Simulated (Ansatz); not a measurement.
The calculation used DFT PBE, scalar-relativistic, plane waves, PAW in Ansatz 0.2.0. All cells share a 420 eV cutoff and Γ-centred k meshes spaced at most about 0.3 Å⁻¹ (about 0.25 or finer for metals, 2π included). No spin polarisation in the final relaxations.

Each of these unrelaxed guesses is relaxed in cell and atoms within its symmetry. A guess keeps its type if space group and coordination stay and the shape of the cell changes little (axis ratios within about 15 %, angles within 6°); the volume may change.

1. LiSi3N2

```cif
data_structure
_symmetry_space_group_name_H-M 'P-4m2'
_symmetry_Int_Tables_number 115
_cell_length_a 3.1475
_cell_length_b 3.1475
_cell_length_c 6.9918
_cell_angle_alpha 90.000
_cell_angle_beta 90.000
_cell_angle_gamma 90.000
_cell_volume 69.26
loop_
_atom_site_label
_atom_site_type_symbol
_atom_site_symmetry_multiplicity
_atom_site_Wyckoff_symbol
_atom_site_fract_x
_atom_site_fract_y
_atom_site_fract_z
_atom_site_occupancy
Li1 Li 1 b 0.50000 0.50000 0.00000 1
Si1 Si 2 g 0.50000 0.00000 0.38354 1
Si2 Si 1 a 0.00000 0.00000 0.00000 1
N1 N 2 g 0.50000 0.00000 0.73987 1
```

2. Al5Ru

```cif
data_structure
_symmetry_space_group_name_H-M 'P-6m2'
_symmetry_Int_Tables_number 187
_cell_length_a 2.9832
_cell_length_b 2.9832
_cell_length_c 12.5037
_cell_angle_alpha 90.000
_cell_angle_beta 90.000
_cell_angle_gamma 120.000
_cell_volume 96.37
loop_
_atom_site_label
_atom_site_type_symbol
_atom_site_symmetry_multiplicity
_atom_site_Wyckoff_symbol
_atom_site_fract_x
_atom_site_fract_y
_atom_site_fract_z
_atom_site_occupancy
Al1 Al 2 g 0.00000 0.00000 0.66485 1
Al2 Al 2 h 0.33333 0.66667 0.82970 1
Al3 Al 1 d 0.33333 0.66667 0.50000 1
Ru1 Ru 1 e 0.66667 0.33333 0.00000 1
```

3. Be2CdS2

```cif
data_structure
_symmetry_space_group_name_H-M 'Cmmm'
_symmetry_Int_Tables_number 65
_cell_length_a 3.4178
_cell_length_b 12.8592
_cell_length_c 3.4530
_cell_angle_alpha 90.000
_cell_angle_beta 90.000
_cell_angle_gamma 90.000
_cell_volume 151.76
loop_
_atom_site_label
_atom_site_type_symbol
_atom_site_symmetry_multiplicity
_atom_site_Wyckoff_symbol
_atom_site_fract_x
_atom_site_fract_y
_atom_site_fract_z
_atom_site_occupancy
Be1 Be 4 i 0.50000 0.64686 0.00000 1
Cd1 Cd 2 c 0.50000 0.00000 0.50000 1
S1 S 4 j 0.50000 0.79401 0.50000 1
```

4. Al2Ga3As5

```cif
data_structure
_symmetry_space_group_name_H-M 'I-4m2'
_symmetry_Int_Tables_number 119
_cell_length_a 3.8783
_cell_length_b 3.8783
_cell_length_c 27.4235
_cell_angle_alpha 90.000
_cell_angle_beta 90.000
_cell_angle_gamma 90.000
_cell_volume 412.48
loop_
_atom_site_label
_atom_site_type_symbol
_atom_site_symmetry_multiplicity
_atom_site_Wyckoff_symbol
_atom_site_fract_x
_atom_site_fract_y
_atom_site_fract_z
_atom_site_occupancy
Al1 Al 4 e 0.00000 0.00000 0.20000 1
Ga1 Ga 2 a 0.00000 0.00000 0.00000 1
Ga2 Ga 4 e 0.50000 0.50000 0.10000 1
As1 As 4 f 0.00000 0.50000 0.05000 1
As2 As 4 f 0.50000 0.00000 0.15000 1
As3 As 2 c 0.00000 0.50000 0.25000 1
```

**Question.** Which keep their type?

**Answer.** Guesses 2 and 4 keep their type.

```tsv
guess	kept	start group	end group	V start (Å³/atom)	V end	b/a and c/a, end over start	nearest neighbours start	nearest neighbours end
1	no	P-4m2	P-4m2	11.5	11.4	1.00, 0.73	Li 8, N 9, Si 5/8	Li 4, N 5, Si 1/4
2	yes	P-6m2	P-6m2	16.1	15.9	1.00, 1.09	Al 12, Ru 12	Al 12, Ru 12
3	no	Cmmm	Cmmm	15.2	21.2	1.94, 0.99	Be 6, Cd 2, S 2	Be 4, Cd 6, S 4
4	yes	I-4m2	I-4m2	20.6	23.6	1.00, 1.00	Al 4, As 4, Ga 4	Al 4, As 4, Ga 4
```

Neighbours count within 15 % of an atom's shortest distance; end groups are read at 0.02 Å (0.05 Å in metals).

Weakly bound directions are ill-defined at this level, which has no dispersion term (Be2CdS2 Cmmm). In LiSi3N2 P-4m2 an odd number of electrons in the primitive cell allows no gap without spin; a larger cell or a magnetic state could open one. Cells relaxed within their symmetry can be saddle points.

In counts of neighbours, a slash parts the counts of unlike sites.
